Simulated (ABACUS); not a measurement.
A self-consistent single point of a (110) slab of BP (cut from a parent of space group no. 216; 32 atoms in the cell) with ABACUS.

All values come from this method and carry its errors: PBE-D3(BJ), PseudoDojo 0.5 standard norm-conserving PBE (tails mended) pseudopotentials (plane waves; ABACUS 3.10.1).

```
BP
1.0
    4.53214     0.00000     0.00000
    0.00000     6.40941     0.00000
    0.00000     0.00000    21.21650
B P
16 16
Direct
  0.00000   0.48611   0.31119
  0.50000   0.23611   0.23567
  0.50000   0.73611   0.23567
  0.00000   0.98611   0.31119
  0.00000   0.98611   0.46224
  0.50000   0.73611   0.38672
  0.50000   0.23611   0.38672
  0.00000   0.48611   0.46224
  0.00000   0.48611   0.61329
  0.50000   0.23611   0.53777
  0.50000   0.73611   0.53777
  0.00000   0.98611   0.61329
  0.00000   0.98611   0.76433
  0.50000   0.73611   0.68881
  0.50000   0.23611   0.68881
  0.00000   0.48611   0.76433
  0.25000   0.48611   0.23567
  0.75000   0.73611   0.31119
  0.75000   0.23611   0.31119
  0.25000   0.98611   0.23567
  0.25000   0.98611   0.38672
  0.75000   0.23611   0.46224
  0.75000   0.73611   0.46224
  0.25000   0.48611   0.38672
  0.25000   0.48611   0.53777
  0.75000   0.73611   0.61329
  0.75000   0.23611   0.61329
  0.25000   0.98611   0.53777
  0.25000   0.98611   0.68881
  0.75000   0.23611   0.76433
  0.75000   0.73611   0.76433
  0.25000   0.48611   0.68881
```

Reference input (self-consistent single point, DFT, PBE, plane waves, PseudoDojo 0.5 standard norm-conserving PBE (tails mended) pseudopotentials): KPT = Gamma 3 2 1 0 0 0; basis_type = pw; dft_functional = PBE; ecutwfc = 76 Ry; smearing_method = fd; smearing_sigma = 0.00734986 Ry; potentials = PseudoDojo 0.5 standard norm-conserving PBE (tails mended); symmetry = 1; symmetry_prec = 1e-05; efield_flag = 1; dip_cor_flag = 1; efield_dir = 2. This run's input differs from it in these lines:

```diff
@@ -11,2 +11,3 @@
 smearing_sigma       0.00734986
+vdw_method           d3_bj
 efield_flag          1
```

Output (repeated stretches shortened):

```
 SELF-CONSISTENT
 -------------------------------------------

DFT-D3 Dispersion correction parameters autoset
----------------------------------
 Parameters  Original   Autoset
----------------------------------
         s6    default     1.0000
         s8    default     0.7875
         a1    default     0.4289
         a2    default     4.4407
----------------------------------
XC functional: PBE
                                 init_chg = atomic

 Adding external electric field:
         Computed dipole along efield_dir = 2
                   Elec. dipole (Ry a.u.) = 1.18521e-05
                     Ion dipole (Ry a.u.) = 2.71355e-05
   [... lines left out ...]
                   Total dipole (Ry a.u.) = 2.08627014895e-06
                 Potential amplitute (Ry) = -0.000150562098038
                      Total length (Bohr) = 36.0840368908

 Density error is 1.54909236972e-10
                          Error Threshold = 7.93736308768e-13
 E_KohnSham     -316.5599384920      -4307.0189220210
 E_KS(sigma->0) -316.5542792901      -4306.9419246293
 E_entropy(-TS) -0.0113184038        -0.1539947834
 E_vdwD3        -0.6448435268        -8.7735462834
 E_efield       0.0000000014         0.0000000196
 E_Fermi        0.2685555100         3.6538851650
 charge density convergence is achieved
 final etot is -4307.018922 eV
 EFERMI = 3.653885165 eV

 STATE ENERGY(eV) AND OCCUPATIONS    NSPIN == 1
   [... 74 lines left out ...]

Atomic forces are not shifted if gate_flag or efield_flag == true!

 TOTAL-FORCE (eV/Angstrom)
                        B1        -0.0894832336         0.0000000000         0.5103949763
                        B2        -1.7593347495         0.0000069504         2.4090142729
                        B3        -1.7593347490        -0.0000069510         2.4090142735
   [... 29 lines left out ...]

 TOTAL-STRESS (KBAR)
       -33.0181690427         0.0000000013         0.0015526301
         0.0000000013       -22.2043230654        -0.0000000009
         0.0015526301        -0.0000000009       -25.4504648366
 TOTAL-PRESSURE: -26.890986 KBAR

 --------------------------------------------
 !FINAL_ETOT_IS -4307.0189220209949781 eV
 --------------------------------------------
```

The run converged in 21 iterations. Against the reference run the largest force goes from 2.932 to 2.983 eV/Å.

Forces above 1 eV/Å remain at this geometry. The bare cut can leave dangling bonds, and the run has no spin polarisation, so a lower magnetic or reconstructed surface may exist. No clean gap shows at this smearing width and mesh (spacing up to 0.49 Å⁻¹); the mesh is coarse for partly filled bands, so the values carry mesh errors. Semi-local functionals can close small gaps.

Cost on one core: about 7 core-minutes (a rough figure).

“Tails mended”: in these copies of the files the far tail of each local potential was reset to the Coulomb form.
